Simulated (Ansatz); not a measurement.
Hf2Ge in space group I4/mcm (No. 140; Hf on 8h, Ge on 4a), the program Ansatz at the r²SCAN level (PAW), all energies at zero smearing, with the estimated change up to a 700 eV cutoff added, with one set of potentials and settings (totals compare only within such a set). Cell of 6 atoms (4 Hf, 2 Ge): -71545.308 eV.

```json
[
 {"element": "Hf", "reference phase": "P6_3/mmc, 2 atoms in the cell", "E (eV/atom)": "-15733.7929"},
 {"element": "Ge", "reference phase": "Fd-3m, 2 atoms in the cell", "E (eV/atom)": "-4302.9121"}
]
```

Formation energy per atom, worked out: (-71545.308 − 4×(-15733.7929) − 2×(-4302.9121))/6 = -0.719 eV/atom (-69 kJ per mol of atoms), at 0 K, without zero-point energy or fitted corrections.

The first step of the workflow began from a Materials Project structure, measured or hypothetical; the Crystallography Open Database copy checked does not list it. Its standing as an ambient phase is unchecked. The r²SCAN relaxation kept the symmetry of its start; whether a distortion lowers the energy is not shown. No spin polarisation was allowed. The references are the lowest solids computed at this level, not always the standard phases. Scalar-relativistic: spin–orbit coupling is off unless named, which matters more the heavier the elements.

Potentials: the earlier of the program's two PAW sets.
